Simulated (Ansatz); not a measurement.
Equation of state of SbAs from a dense series

```yaml
crystal:
  lattice:
    - [2.01275, 1.16206, 3.61233]
    - [-2.01275, 1.16206, 3.61233]
    - [0.00000, -2.32412, 3.61233]
  atoms:
    - { symbol: Sb, position: [0.50000, 0.50000, 0.50000] }
    - { symbol: As, position: [0.00000, 0.00000, 0.00000] }
```

Atom numbers follow the list: Sb1, As2.

Conventional cell: a = 4.025 Å, b = 4.025 Å, c = 10.837 Å, α = 90.00°, β = 90.00°, γ = 120.00°. Sb (atom 1) has 6 As at 2.94 Å as nearest neighbours. As (atom 2) is surrounded by 6 Sb at 2.94 Å.

The geometry is COD entry 9001315, unchecked; take it as a test cell.

Spin–orbit coupling is left out, though it moves levels of the heavy atoms by tenths of an eV or more.

The calculation used Ansatz 0.2.0, DFT, PBEsol, all-electron LAPW, scalar-relativistic.

Settings: a Γ-centred 11×11×11 k mesh, Fermi–Dirac smearing of 0.05 eV, basis error target 1 meV/atom, no spin polarisation.

The cell is scaled evenly. Fractional coordinates are held (clamped ions).

| V (Å³/atom) | P (GPa) |
| --- | --- |
| 23.826 | 0.03 |
| 24.333 | -1.49 |
| 24.840 | -2.84 |
| 25.094 | -3.46 |
| 25.347 | -4.04 |
| 25.601 | -4.59 |
| 25.854 | -5.11 |
| 26.361 | -6.06 |

Task: Fit a third-order Birch–Murnaghan curve to the pressures.

Result: P = (3B0/2)(y^(7/2) − y^(5/2))[1 + (3/4)(B0′ − 4)(y − 1)] with y = (V0/V)^(2/3) fits within 0.01 GPa for V0 = 23.836 Å³/atom, B0 = 75.5 GPa and B0′ = 4.53.

Task: Predict the pressure at the withheld volume, 26.868 Å³/atom.

Result: There y = 0.9233, so the fit gives -6.90 GPa; the run gave -6.90 GPa.
